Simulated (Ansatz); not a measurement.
A generator proposed this cell of Be3Pd2S.

```yaml
crystal:
  lattice:
    - [5.32091, 0.00000, 0.00000]
    - [-2.66046, 4.60805, 0.00000]
    - [0.00000, 0.00000, 2.87985]
  atoms:
    - { symbol: Be, position: [0.50000, 0.00000, 0.50000] }
    - { symbol: Be, position: [0.50000, 0.50000, 0.50000] }
    - { symbol: Be, position: [0.00000, 0.50000, 0.50000] }
    - { symbol: Pd, position: [0.33333, 0.66667, 0.00000] }
    - { symbol: Pd, position: [0.66667, 0.33333, 0.00000] }
    - { symbol: S, position: [0.00000, 0.00000, 0.00000] }
```

The calculation used DFT PBE, scalar-relativistic, plane waves, PAW (Ansatz). Cutoff 420 eV; k points 6×6×6 on the computed 6-atom cell (Γ-centred); Gaussian smearing, width 0.10 eV; no spin polarisation.

The zero of energy is the elements' standard structures at the same level; no fitted shifts are applied.

Task: Estimate its pressure, forces and energy as it stands.

Result: The pressure is 30.5 GPa (the mean over three directions, positive in compression), the largest force is 0.00 eV/Å (symmetry fixes the atoms), and the energy is +0.33 eV/atom against the elements. The shortest distance is 2.11 Å.

Task: Is it a good guess?

Result: A rough one: relaxing gains about 0.37 eV/atom (the start's value is from the coarse mesh, so the gain is rough) in 19 ionic steps and ends at −0.04 eV/atom on the finer mesh. The symmetry stays P6/mmm (No. 191). The volume per atom grows by 10.2 %, from 11.8 to 13.0 Å³. The shortest distance goes from 2.11 Å (Be–Pd) to 2.35 Å (Be–Pd). The ratio c/a of the conventional cell changes by a factor of 1.43. Conventional cell: a = 4.883 Å, c = 3.770 Å. Be has 4 Pd at 2.35 Å, 4 Be at 2.44 Å and 4 S at 3.08 Å; Pd is surrounded by 6 Be at 2.35 Å, 3 Pd at 2.82 Å and 3 S at 2.82 Å; S is surrounded by 6 Pd at 2.82 Å and 12 Be at 3.08 Å.

The last run used a 9×9×10 mesh (in the run's order of axes) for its 6-atom cell and Gaussian smearing of 0.10 eV. The k mesh leaves some 4 meV/atom of noise in the energy of each metallic cell. The reference form of S is held partly by dispersion forces, which this level lacks. The relaxation can't lower the symmetry of the start, and the grade says only how near the guess is to its own end. Symmetry constrained the relaxation, so the result can be a saddle point.
